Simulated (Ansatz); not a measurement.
The cell was built from the zincblende type and relaxed in the same program; it needn't be a known or the stable phase. The listed cell was then made from it by scaling, straining or moving an atom.

An input for BAs: DFT, PBE, all-electron LAPW, scalar-relativistic (Ansatz 0.2.0).

```yaml
crystal:
  lattice:
    - [0.0, 2.4518207722, 2.4518207722]
    - [2.4518207722, 0.0, 2.4518207722]
    - [2.4518207722, 2.4518207722, 0.0]
  atoms:
    - { symbol: B, position: [0.0, 0.0, 0.0] }
    - { symbol: As, position: [0.25, 0.25, 0.25] }
kpoints:
  mp_grid: { grid: [15, 15, 15] }
scf:
  occupations: { method: fermi_dirac, width: 0.08 }
hamiltonian:
  xc: pbe
  pseudopotentials: { kind: all_electron, lapw: { basis_error: 0.00025 } }
output:
  forces: true
  stress: true
  eigenvalues: true
```

Set-up and iterations as logged by Ansatz (the results part is left out, to be predicted):

```
LAPW: plane waves up to 9.597 Å⁻¹, error target 2.5e-4 eV per atom; small_component_spin mean_spin; B in spheres of 0.885 Å, 5 of its electrons in bands, Dirac shells []; As in spheres of 1.238 Å, 23 of its electrons in bands, Dirac shells []
Engine: ansatz 0.2.0
Pseudopotentials: kind: all_electron
Pseudopotential: B, LAPW, valence charge 5, Koelling and Harmon's equation, gaussian nucleus
Pseudopotential: As, LAPW, valence charge 23, Koelling and Harmon's equation, gaussian nucleus
Functional definition: PBE
  parameter kappa = 0.804
  parameter beta = 0.06672455060314922
  exchange = pbe_x(kappa = kappa, mu = beta*pi^2/3)
  correlation = pbe_c(beta = beta)
Crystal: 2 atoms, lattice volume = 29.478 Å³
Basis set: ecut = 350.91437169663953 eV, 459 PW (Γ), exchange–correlation at level 2
Bands: 18, of which v1, the nominal top of the filled ones, is band 14 counted from 1 (13 counted from 0)
Symmetry: 24 space group operations
Space group: F-43m (ITA 216), of the structure as read, at distance tolerance 3.1e-5 Å
k-points: 120 of 3375 (time reversal used)
Non-local potential: B, projectors of the file, none
Non-local potential: As, projectors of the file, none
Initial density: superposition of atomic densities (chi_scale 0.1, normalization cell, long waves kept (reshape's long-wave potential 0.00 eV rms))
Initial wavefunctions: plane waves of lowest kinetic energy (no species holds an atomic orbital)
Functional: x = pbe(κ = 0.804, μ = 0.2195149727645171), c = pbe(β = 0.06672455060314922)
iter 1 solved again at ethr=5.38e-3 eV; its pass at ethr=1.00e-1 eV (dr2=1.51e0 eV) is discarded
SCF iter   1: F=—  HF=-62200.620012 eV  |F-HF|=—  |Δ(HF+E_count)|=         —  Δρ=6.17e-2  dr2=1.51e0  ethr=5.38e-3  ⟨swp⟩=2.0  Hψ=14394  notcnv=0
iter 2 solved again at ethr=5.24e-4 eV; its pass at ethr=5.38e-3 eV (dr2=1.47e-1 eV) is discarded
SCF iter   2: F=—  HF=-62200.174233 eV  |F-HF|=—  |Δ(HF+E_count)|=   4.46e-1  Δρ=2.26e-2  dr2=1.47e-1  ethr=5.24e-4  ⟨swp⟩=2.0  Hψ=11171  notcnv=0
SCF iter   3: F=—  HF=-62200.137561 eV  |F-HF|=—  |Δ(HF+E_count)|=   3.67e-2  Δρ=9.84e-3  dr2=2.35e-2  ethr=5.24e-4  ⟨swp⟩=2.0  Hψ=6120  notcnv=0
SCF iter   4: F=—  HF=-62200.136217 eV  |F-HF|=—  |Δ(HF+E_count)|=         —  Δρ=2.52e-3  dr2=1.62e-3  ethr=8.39e-5  ⟨swp⟩=2.0  Hψ=5656  notcnv=0
the basis was enlarged: its passes take 256.4 KiB over the memory plan, 1 of 1 planned eigensolver slots
SCF iter   5: F=—  HF=-62200.135600 eV  |F-HF|=—  |Δ(HF+E_count)|=   6.17e-4  Δρ=4.75e-4  dr2=4.25e-5  ethr=5.80e-6  ⟨swp⟩=2.7  Hψ=5775  notcnv=0
SCF iter   6: F=—  HF=-62200.135642 eV  |F-HF|=—  |Δ(HF+E_count)|=   4.17e-5  Δρ=7.31e-5  dr2=1.18e-6  ethr=1.52e-7  ⟨swp⟩=3.0  Hψ=6036  notcnv=0
SCF iter   7: F=-62200.135644 eV  HF=-62200.135644 eV  |F-HF|=1.62e-8  |Δ(HF+E_count)|=   1.81e-6  Δρ=6.69e-6  dr2=1.18e-8  ethr=4.20e-9  ⟨swp⟩=3.0  Hψ=6095  notcnv=0
```

What pressure will this run report?

-6.81 GPa (positive in compression).
